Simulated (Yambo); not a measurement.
A G0W0@LDA run in Yambo for K2TiF6 (space group P-3m1, No. 164) (3×3×2 Γ-centred k mesh, bands 2 to 198 and a 7 Ry block in the screening, 198 bands in G with the Bruneval-Gonze terminator, plasmon pole fitted at 27.2 eV) gives these matrix elements, in eV, at the band edges (Γ → Γ):

```tsv
state	E0	<Vxc>	<Σx>	<Σc(E0)>	Z
valence edge	0.000	-22.695	-30.447	5.280	0.796
conduction edge	4.931	-21.248	-12.960	-5.065	0.794
```

### Question
Solve the linearised quasiparticle equation for both states, give the gap, and say how exchange and correlation each act on it.

### Answer
E = E0 + Z(Σx + Σc − Vxc). Valence: 0.000 + 0.796 × (-30.447 + (5.280) − (-22.695)) = -1.97 eV. Conduction: 4.931 + 0.794 × (-12.960 + (-5.065) − (-21.248)) = 7.49 eV. The gap is 9.46 eV, against 4.93 eV in LDA. Replacing Vxc by bare exchange alone would open it by 16.04 eV; correlation takes back 10.35 eV of that, and Z scales what is left. Nearest settings tried, and what they do to the gap: 157 bands in W, 157 bands in G: -3 meV; 6 Ry block (229 vectors against 283): +70 meV. Not varied: mesh. So the settings aren't converged at that level. 

Geometry of the Materials Project entry, not relaxed at this level; primitive cell a = 5.6851 Å, b = 5.6851 Å, c = 4.5902 Å, α = 90.00°, β = 90.00°, γ = 120.00°.
